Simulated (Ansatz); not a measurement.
One crystal and one scan (energy against volume) at two levels, PBE (plane waves to 420 eV, PAW, scalar-relativistic; Ansatz, a quantum-chemistry and plane-wave program) and r2SCAN (plane waves to 500 eV, PAW, scalar-relativistic; Ansatz), each from its own relaxed cell and on its own mesh. The cell shown is that of PBE.

LaGa₂ (space group P6/mmm)

```yaml
crystal:
  lattice:
    - [4.33246, 0.00000, 0.00000]
    - [-2.16623, 3.75202, 0.00000]
    - [0.00000, 0.00000, 4.45995]
  atoms:
    - { symbol: La, position: [0.00000, 0.00000, 0.00000] }
    - { symbol: Ga, position: [0.33333, 0.66667, 0.50000] }
    - { symbol: Ga, position: [0.66667, 0.33333, 0.50000] }
```

E(V) scan at fixed shape, V₀ the volume above. Symmetry pins the atoms to their sites.

Energies are smeared free energies. LaGa2 is run without spin polarisation. LaGa2 was relaxed with its symmetry unable to fall. With the shape held, the modulus is that of even scaling; a crystal free to change shape is softer. Both scans cover V/V₀ from 0.840 to 1.160.

ΔE (meV/atom), each from the relaxed starting cell of its own level:

```json
[
 {"V/V₀": "0.840", "PBE": "177", "r2SCAN": "191"},
 {"V/V₀": "0.872", "PBE": "106", "r2SCAN": "115"},
 {"V/V₀": "0.904", "PBE": "56", "r2SCAN": "withheld"},
 {"V/V₀": "0.936", "PBE": "24", "r2SCAN": "25"},
 {"V/V₀": "0.968", "PBE": "6", "r2SCAN": "6"},
 {"V/V₀": "1.000", "PBE": "0", "r2SCAN": "0"},
 {"V/V₀": "1.032", "PBE": "5", "r2SCAN": "5"},
 {"V/V₀": "1.064", "PBE": "19", "r2SCAN": "20"},
 {"V/V₀": "1.096", "PBE": "40", "r2SCAN": "43"},
 {"V/V₀": "1.128", "PBE": "66", "r2SCAN": "73"},
 {"V/V₀": "1.160", "PBE": "98", "r2SCAN": "108"}
]
```

Estimate the r2SCAN value at 0.904 from the PBE value there and the ratio of the two levels in the two nearest given rows on that side of the minimum.

At 0.872 and 0.840 the ratio r2SCAN/PBE averages 1.082, which gives 1.082 × 56 = 61 meV/atom. The calculation gives 61 meV/atom, +8.9 % against PBE.

(Under strain, the slope of the energy per volume gives the stress and its curvature an elastic modulus.)
